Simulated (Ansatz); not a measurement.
Here is the system:

SiGe:
```yaml
crystal:
  lattice:
    - [3.19729, 0.00000, 0.00000]
    - [0.00000, 3.19729, 0.00000]
    - [0.00000, 0.00000, 3.19729]
  atoms:
    - { symbol: Ge, position: [0.00000, 0.00000, 0.00000] }
    - { symbol: Si, position: [0.50000, 0.50000, 0.50000] }
```

This is the PBEsol-relaxed structure.

**Question.** All from PBEsol (plane waves, PAW; program Ansatz), unless another level is named. Estimate the electronic character.

**Answer.** metallic (no gap).

**Question.** Next, the formation energy from the elements (no fitted shifts)?

**Answer.** 412 meV/atom.

**Question.** What about the density of states at the Fermi level?

**Answer.** 0.48 states/eV per atom (mean over ±0.08 eV).

Space group Pm-3m (CsCl type). The cell is a constructed one: a structure type filled with these elements; neither database checked (COD, Materials Project) lists it. Whether it is the stable phase at ambient conditions was not checked. The cell was relaxed with PBEsol under the symmetry of its start. At this level the phase is mechanically unstable. The references are the lowest solids computed at this level, not always the standard phases. Spin–orbit coupling is left out wherever it is not named.

Potentials: the earlier of the program's two PAW sets. The files were generated under PBE; for other functionals the program regenerates the frozen cores, and for LDA and PBEsol the local potential too.
